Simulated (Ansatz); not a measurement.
A distorted cell of Nb$_{3}$Te$_{4}$ (space group P6_3/m):

```
Nb3Te4
1.0
   10.83822     0.00000     0.00000
   -5.41911     9.38617     0.00000
    0.00000     0.00000     3.65178
Nb Te
6 8
Direct
  0.48846   0.10257   0.25000
  0.51154   0.89743   0.75000
  0.38589   0.48846   0.75000
  0.61411   0.51154   0.25000
  0.89743   0.38589   0.25000
  0.10257   0.61411   0.75000
  0.66667   0.33333   0.75000
  0.33333   0.66667   0.25000
  0.34339   0.27592   0.25000
  0.65661   0.72408   0.75000
  0.06748   0.34339   0.75000
  0.93252   0.65661   0.25000
  0.72408   0.06748   0.25000
  0.27592   0.93252   0.75000
```

All values below come from PBEsol (plane waves to 420 eV, PAW, scalar-relativistic; Ansatz, an electronic-structure program). k mesh 4×4×10 (Γ-centred), Fermi-Dirac smearing 0.05 eV. Energies are smeared free energies. Compression counts positive. Nb3Te4 is run without spin polarisation. Nb3Te4 was relaxed with its symmetry unable to fall. Spin-orbit coupling is left out, though Te is heavy.

Task: Give the stress tensor in GPa and the pressure.

Result: 
```
   -2.8      0.0      0.0
    0.0     -2.8      0.0
    0.0      0.0     -3.6
```
The pressure, a third of the trace, is -3.1 GPa.

Task: It is the relaxed cell scaled evenly to V/V₀ = 1.050, atoms relaxed where free. What is its energy relative to the relaxed cell?

Result: 13 meV/atom.

(A scan under strain: stresses follow from slopes of the energy per volume, elastic moduli from its curvatures.)
